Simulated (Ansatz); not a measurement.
Calculated with Ansatz: KAs$_{3}$Pt, relaxation

The command:

```bash
ansatz run input.yaml --threads 2 --pin off --max-ram 3584MiB --backend cpu --events-out ev --progress --plain --runs-dir out
```

input.yaml:

```yaml
crystal:
  lattice:
    - [0.0, 4.764196, 0.0]
    - [4.764196, 0.0, 0.0]
    - [2.382098, 2.382098, -5.341973]
  atoms:
    - { symbol: K, position: [0.0, 0.0, 0.0] }
    - { symbol: Pt, position: [0.6479, 0.6479, 0.7042] }
    - { symbol: As, position: [0.4004, 0.4004, 0.1992] }
    - { symbol: As, position: [0.7537, 0.2537, 0.4926] }
    - { symbol: As, position: [0.2537, 0.7537, 0.4926] }
  symmetry: { tolerance: 0.0003 }
kpoints:
  mp_grid: { grid: [7, 7, 7], shift: [0, 0, 0] }
magnetization:
  spin_polarized: false
scf:
  occupations: { method: fermi_dirac }
  lower_state_search: "off"
hamiltonian:
  pseudopotentials: { kind: paw }
  xc: r2scan
basis:
  ecutwfc: 500
  fft_grid_basis: typed
relax:
  max_steps: 40
  cell: { p_target: 0.0 }
output:
  forces: true
  stress: true
  eigenvalues: true
  bader: true
  populations: true
  elf: true
  write_potential: true
  volumetric_format: npy
  dos:
    e_range: [-12, 8]
    de: 0.05
    projected: { site_lists: { As: [As], K: [K], Pt: [Pt] } }
checkpoint:
  read: saved_state
```

Origin of the cell: a known structure type with other elements, at an estimated volume, so it need not be a known compound.

The smearing width isn't typed, so it takes its default of 0.1 eV.

The saved state is a converged single point of the same cell.

Steps («new basis» is an SCF on plane waves selected anew at the same cell):

```
step  ΔF (meV/atom)  max force component (eV/Å)  P (GPa)  volume (Å³)  SCF iterations   step was
   1            0.0                       1.045    -7.69       121.25               5   accepted
   2         -104.3                       0.420    -2.41       110.32               6   accepted
   3         -130.1                       0.147     0.18       105.90               6   accepted
   4         -130.8                       0.066    -0.03       106.01               5   accepted
   5         -131.0                       0.028    -0.05       105.91               5   accepted
   6         -131.0                       0.003     0.01       105.83               5   accepted
   7         -130.6                       0.003     0.00       105.83               6  new basis
```

Step 1, with forces in eV/Å:

```xyz
5
Lattice="0.000 4.764 0.000 4.764 0.000 0.000 2.382 2.382 -5.342" Properties=species:S:1:pos:R:3:forces:R:3 pbc="T T T" step=1
K     0.000    0.000    0.000    0.000    0.000    0.036
Pt    4.764    4.764   -3.762    0.000    0.000    1.045
As    2.382    2.382   -1.064    0.000    0.000   -0.596
As    2.382    4.764   -2.631    0.000    0.000   -0.243
As    4.764    2.382   -2.631    0.000    0.000   -0.243
```

Step 2, with forces in eV/Å:

```xyz
5
Lattice="0.000 4.662 0.000 4.662 0.000 0.000 2.331 2.331 -5.075" Properties=species:S:1:pos:R:3:forces:R:3 pbc="T T T" step=2
K     0.000    0.000    0.010    0.000    0.000    0.046
Pt    4.662    4.662   -3.499    0.000    0.000    0.379
As    2.331    2.331   -1.076    0.000    0.000   -0.419
As    2.331    4.662   -2.510    0.000    0.000   -0.003
As    4.662    2.331   -2.510    0.000    0.000   -0.003
```

Step 3, with forces in eV/Å:

```xyz
5
Lattice="0.000 4.690 0.000 4.690 0.000 0.000 2.345 2.345 -4.814" Properties=species:S:1:pos:R:3:forces:R:3 pbc="T T T" step=3
K     0.000    0.000    0.028    0.000    0.000    0.147
Pt    4.690    4.690   -3.261    0.000    0.000   -0.102
As    2.345    2.345   -1.108    0.000    0.000    0.038
As    2.345    4.690   -2.376    0.000    0.000   -0.042
As    4.690    2.345   -2.376    0.000    0.000   -0.042
```

Step 4, with forces in eV/Å:

```xyz
5
Lattice="0.000 4.704 0.000 4.704 0.000 0.000 2.352 2.352 -4.791" Properties=species:S:1:pos:R:3:forces:R:3 pbc="T T T" step=4
K     0.000    0.000    0.064    0.000    0.000   -0.043
Pt    4.704    4.704   -3.254    0.000    0.000   -0.066
As    2.352    2.352   -1.107    0.000    0.000    0.003
As    2.352    4.704   -2.376    0.000    0.000    0.053
As    4.704    2.352   -2.376    0.000    0.000    0.053
```

Step 5, with forces in eV/Å:

```xyz
5
Lattice="0.000 4.702 0.000 4.702 0.000 0.000 2.351 2.351 -4.789" Properties=species:S:1:pos:R:3:forces:R:3 pbc="T T T" step=5
K     0.000    0.000    0.059    0.000    0.000   -0.007
Pt    4.702    4.702   -3.259    0.000    0.000    0.001
As    2.351    2.351   -1.106    0.000    0.000    0.028
As    2.351    4.702   -2.369    0.000    0.000   -0.011
As    4.702    2.351   -2.369    0.000    0.000   -0.011
```

Step 7, with forces in eV/Å:

```xyz
5
Lattice="0.000 4.702 0.000 4.702 0.000 0.000 2.351 2.351 -4.787" Properties=species:S:1:pos:R:3:forces:R:3 pbc="T T T" step=7
K     0.000    0.000    0.056    0.000    0.000    0.003
Pt    4.702    4.702   -3.259    0.000    0.000   -0.003
As    2.351    2.351   -1.101    0.000    0.000    0.001
As    2.351    4.702   -2.369    0.000    0.000   -0.001
As    4.702    2.351   -2.369    0.000    0.000   -0.001
```

```
Free energy lowered by  : 130.6 meV/atom
Volume change           : -12.72 %
Final pressure          : 0.00 GPa
Relaxation steps listed : 7
Gap on the mesh         : none (metal)
```

Caveats: no moments, though an odd count or open d shells may carry them; no spin-orbit coupling, though heavy elements are present; the relaxation held the start's symmetry, so the end may be a saddle point.

It ran for 2.9 min on 2 threads of Arm Neoverse V2, with other jobs on the host, peak memory 0.77 GiB, from a saved density.
